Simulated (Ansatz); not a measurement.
Space group Fm-3m (No. 225). a = 6.371 Å, b = 6.371 Å, c = 6.371 Å, α = 90.00°, β = 90.00°, γ = 90.00°
| atom | site | symmetry | x | y | z |
| --- | --- | --- | --- | --- | --- |
| Sn | 4a | m-3m | 0.0000 | 0.0000 | 0.0000 |
| Te | 4b | m-3m | 0.5000 | 0.0000 | 0.0000 |

Equation of state of this SnTe structure (not necessarily the ground state), with shape and atoms relaxed at each volume where symmetry leaves them free. All numbers below come from DFT r2SCAN, scalar-relativistic, plane waves, PAW in Ansatz 0.2.0.

Settings: cutoff 500 eV, Γ-centred mesh 10×10×10 on the computed 2-atom cell, Gaussian smearing of 0.01 eV; no spin polarisation.

```json
{"V (Å³/atom)": "30.388", "E − E(largest V) (meV/atom)": "3.31", "P (GPa)": "3.07", "gap on mesh (eV)": "0.06"}
{"V (Å³/atom)": "31.358", "E − E(largest V) (meV/atom)": "-10.17", "P (GPa)": "1.44", "gap on mesh (eV)": "0.04"}
{"V (Å³/atom)": "32.328", "E − E(largest V) (meV/atom)": "-14.43", "P (GPa)": "0.00", "gap on mesh (eV)": "0.13"}
{"V (Å³/atom)": "33.297", "E − E(largest V) (meV/atom)": "-10.64", "P (GPa)": "-1.22", "gap on mesh (eV)": "0.22"}
{"V (Å³/atom)": "34.267", "E − E(largest V) (meV/atom)": "0.00", "P (GPa)": "-2.26", "gap on mesh (eV)": "0.30"}
```

Task: Fit a third-order Birch–Murnaghan equation to E(V).

Result: V0 = 32.33 Å³/atom, B0 = 44 GPa, B0' = 3.9.

Spin-orbit coupling is left out, which matters for the bands of heavy elements.

The gaps are read on the mesh, which can miss the band edges, so they can be too wide.

Cost: 5 runs of about 1 core-minutes in all, on Arm Neoverse V1 (shared hosts).